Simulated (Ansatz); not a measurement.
Starting cell, MgH2 (rutile):

```
CELL_PARAMETERS angstrom
      9.03458     0.00000     0.00000
      0.00000     4.51729     0.00000
      0.00000     0.00000     3.01286
ATOMIC_POSITIONS crystal
  Mg 0.00000 0.00000 0.00000
  Mg 0.50000 0.00000 0.00000
  Mg 0.25000 0.50000 0.50000
  Mg 0.75000 0.50000 0.50000
  H  0.15220 0.30441 0.00000
  H  0.65220 0.30441 0.00000
  H  0.40220 0.19559 0.50000
  H  0.90220 0.19559 0.50000
  H  0.09780 0.80441 0.50000
  H  0.59780 0.80441 0.50000
  H  0.34780 0.69559 0.00000
  H  0.84780 0.69559 0.00000
```

A phonon eigenvector at X = (0.5, 0.0, 0.0) is frozen into this cell: atom i moves by Q times the vector below, so Q is the largest atomic displacement, in Å. The cell is held. It is one choice among 2 degenerate patterns. (q is in reciprocal vectors of the primitive cell; the cell shown is doubled to hold the pattern.)

```tsv
atom	x	y	z
Mg3	-0.999	-0.040	0.000
Mg4	0.999	0.040	0.000
H5	-0.604	0.063	0.000
H6	0.604	-0.063	0.000
H7	-0.362	0.035	0.000
H8	0.362	-0.035	0.000
H9	-0.362	0.035	0.000
H10	0.362	-0.035	0.000
H11	-0.604	0.063	0.000
H12	0.604	-0.063	0.000
```

Atoms not listed stay in place.

Method: PBE (plane waves to 420 eV, PAW, scalar-relativistic; Ansatz, an electronic-structure program). k mesh 4×7×11 (Γ-centred), Fermi-Dirac smearing 0.05 eV. E stands for the smeared free energy. MgH2 was relaxed with its symmetry unable to fall. The zero of ΔE is the undisplaced structure.

| Q (Å) | ΔE (meV/cell) |
|---|---|
| -0.180 | 149.1 |
| -0.150 | 103.6 |
| -0.120 | 66.3 |
| -0.090 | 37.3 |
| -0.060 | withheld |
| -0.030 | 4.1 |
| 0.000 | 0.0 |
| 0.030 | 4.1 |
| 0.060 | withheld |
| 0.090 | 37.3 |
| 0.120 | 66.3 |
| 0.150 | 103.6 |
| 0.180 | 149.1 |

Q: Fit an even polynomial form (powers 2, 4) to the given rows and predict ΔE at Q = -0.060.

A: Least squares on the 11 given rows: ΔE = (4607)·Q² + (-146.3)·Q⁴, in meV/cell with Q in Å; root-mean-square residual 0.02 meV/cell. At -0.060 the fit gives 16.6 meV/cell; the calculation gives 16.6 meV/cell, the same to the digits shown. The quadratic term alone would give 16.6 meV/cell.

(For displaced atoms, the force is minus the slope of the energy, and its curvature is a force constant, which sets phonon frequencies.)
